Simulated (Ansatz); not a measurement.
Theory: Ansatz 0.2.0, DFT PBE, scalar-relativistic, plane waves, PAW. Settings: cutoff 420 eV, Γ-centred meshes spaced at most about 0.3 Å⁻¹, and about 0.25 Å⁻¹ or finer for metals (2π included), Gaussian smearing. No spin polarisation in the final relaxations.

Temperature and zero-point effects are left out. All come from trial cells, and lower structures may exist.

**Question.** Order these relaxed structures of Cd3SeS2 by energy, lowest first, with the energy over the lowest of them.
A.

```
Cd Se S
1.0
     6.66472    0.00000    0.00000
    -3.33236    5.77182    0.00000
     0.00000    0.00000    3.73048
Cd Se S
3 1 2
Direct
  0.50000 0.00000 0.50000
  0.00000 0.50000 0.50000
  0.50000 0.50000 0.50000
  0.00000 0.00000 0.50000
  0.33333 0.66667 0.00000
  0.66667 0.33333 0.00000
```

B.

```
Cd Se S
1.0
     6.93100    0.00000    0.00000
    -3.46550    6.00242    0.00000
     0.00000    0.00000    3.53455
Cd Se S
3 1 2
Direct
  0.50000 0.00000 0.50000
  0.50000 0.50000 0.50000
  0.00000 0.50000 0.50000
  0.00000 0.00000 0.00000
  0.33333 0.66667 0.00000
  0.66667 0.33333 0.00000
```

C.

```
Cd Se S
1.0
     3.87445    0.00000    0.00000
     0.00000    3.87445    0.00000
     0.00000    0.00000    9.53192
Cd Se S
3 1 2
Direct
  0.00000 0.00000 0.00000
  0.00000 0.00000 0.35111
  0.00000 0.00000 0.64889
  0.50000 0.50000 0.00000
  0.50000 0.50000 0.72601
  0.50000 0.50000 0.27399
```

D.

```
Cd Se S
1.0
     4.16610    0.00000    0.00000
     0.00000    4.16610    0.00000
     0.00000    0.00000   10.80059
Cd Se S
3 1 2
Direct
  0.50000 0.50000 0.00000
  0.00000 0.00000 0.00000
  0.50000 0.50000 0.50000
  0.00000 0.00000 0.50000
  0.00000 0.50000 0.14403
  0.50000 0.00000 0.85597
```

**Answer.** D (0 meV/atom), A (35 meV/atom), C (143 meV/atom), B (202 meV/atom). Forms: D P-4m2; A P6/mmm; C P4/mmm; B P6/mmm. Counting S or Se atoms around Cd (for each partner element, those within 1.25 times its shortest distance or 1.15 times the sum of covalent radii, where it is the nearest in units of that sum or under 1.3; a plus sign parts groups by distance over the sum of covalent radii): D has Cd 4; A has Cd 4+2; C has Cd 4; B has Cd 4.

Weakly bound directions are ill-defined at this level, which has no dispersion term (P-4m2), and this can change margins and order among such cells. Cells relaxed within their symmetry can be saddle points. Some candidate types were left out of the draw beforehand, so a known form may be missing.
